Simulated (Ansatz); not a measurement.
## Surface calculation: rocksalt TaN (100), 3 layers

The slab is cut from the rocksalt crystal, which needn't be the stable phase, as relaxed on PAW files (10.28 Å³/atom), with 16 Å of vacuum and a dipole correction:

```yaml
crystal:
  lattice:
    - [3.07476, 0.00000, 0.00000]
    - [0.00000, 3.07476, 0.00000]
    - [0.00000, 0.00000, 20.34840]
  atoms:
    - { symbol: Ta, position: [0.25000, 0.25000, 0.39315] }
    - { symbol: N, position: [0.75000, 0.75000, 0.39315] }
    - { symbol: Ta, position: [0.75000, 0.75000, 0.50000] }
    - { symbol: N, position: [0.25000, 0.25000, 0.50000] }
    - { symbol: Ta, position: [0.25000, 0.25000, 0.60685] }
    - { symbol: N, position: [0.75000, 0.75000, 0.60685] }
```

Computed with Ansatz 0.2.0; functional LDA, scalar-relativistic. Settings: a Γ-centred 11×11×1 k mesh, Fermi–Dirac smearing of 0.08 eV, no spin polarisation. Methods: LAPW: all electrons, basis error target 1 meV/atom; PAW: frozen-core files, cutoff 420 eV.

The bulk energy comes from a cell in the slab's orientation on a 11×11×8 mesh. The surface energy is (E(slab) − N·E(bulk))/2A at zero smearing, the mean of both faces; thin slabs carry quantum-size effects.

Spin–orbit coupling is left out, which matters for the heavy atoms. The PAW files were made under PBE.

As cut, the LAPW slab lies 2.409 eV above 6 atoms of bulk. What surface energy is that?

Over two faces of 9.45 Å² it is 127.4 meV/Å², and times 16.02 J/m² per eV/Å² that gives γ = 2.041 J/m².

What do relaxation and the other method give, and what work function comes out?



```tsv
method	γ as cut (J/m²)	γ relaxed (J/m²)	Φ as cut (eV)	Φ relaxed (eV)
LAPW	2.041	1.744	3.97	3.76
PAW	2.048	1.750	3.97	3.76
```

How do the spacings between the planes relax?

From the bottom face up: d12 +0.2 % of 2.174 Å, d23 +0.2 % of 2.174 Å. The outer plane rumples by 0.233 Å.

What changes if the images along the normal are cut off in place of the dipole correction?

LAPW then gives: no gap, work function 3.76 eV; PAW: no gap, work function 3.76 eV.

A core hole in the 4f shell of Ta is made on one Ta atom of each kind in every 1×1 cell (PAW hole dataset, neutral cell, valence without spin). What does it cost by layer?

layer 1 24.87 eV, layer 2 24.53 eV. Shifts between layers mean more than the absolute values, and a whole layer of holes screens otherwise than one hole.
